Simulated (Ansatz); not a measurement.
## Notes on Sc₃Zn₂As₄

```xyz
9
Lattice="0.0000 4.0742 0.0000 7.6625 -2.0371 0.0000 2.5730 0.0000 -6.0187" Properties=species:S:1:pos:R:3 pbc="T T T"
Sc    3.2792    0.0000   -2.5192
Sc    6.9564    2.0371   -3.4995
Sc    0.0000    0.0000    0.0000
Zn    7.5113    0.0000   -5.7985
Zn    2.7242    2.0371   -0.2202
As    5.3053    0.0000   -5.0116
As    4.9303    2.0371   -1.0071
As    9.2421    0.0000   -4.0910
As    0.9934    2.0371   -1.9277
```

Level: PBE, no spin polarisation; 420 eV; 6×6×4 Γ-centred mesh; fermi-dirac occupations (width 0.1 eV); Ansatz 0.2.0, fixed geometry.

Task: Give the Bader charges.

Result: Bader charges in e: Sc +1.42, Zn +0.28, As -1.25 to -1.17. In the mean Sc gives up most and As takes most.

Task: What happens at the Fermi level?

Result: It is a metal, with about 6.7 states/eV a cell as the mean within 0.25 eV of the Fermi level, mostly Sc d (72 %).

Task: What does the stress say?

Result: The pressure is 0.6 GPa (compression positive), so with the atoms held at these fractions the cell would first expand; the forces are large, so a full relaxation may end otherwise. The principal stresses -2.2, -1.1, 5.1 GPa differ, so its shape would change too.

Task: What do density and ELF say about some of the short contacts?

Result: As–As at 2.24 Å: least valence density 0.70 e/Å³ and ELF 0.64 there. Zn–As at 2.34 Å: least valence density 0.48 e/Å³ and ELF 0.42 there. Sc–As at 2.91 Å: least valence density 0.18 e/Å³ and ELF 0.18 there. Both are smooth PAW fields, read partly inside the augmentation spheres.

Task: Is it stable against the elements?

Result: -0.40 eV an atom against the elements' usual phases (free molecules for gases, crystals otherwise, with no correction for O₂ or N₂), so it is bound against them; other compounds may still compete. Relaxing would lower it.

Origin: a known structure type with other elements, at an estimated volume, so it need not be a known compound. Caveats: many states at the Fermi level without spin polarisation, so a magnetic state may lie lower; atoms or cell far from equilibrium.
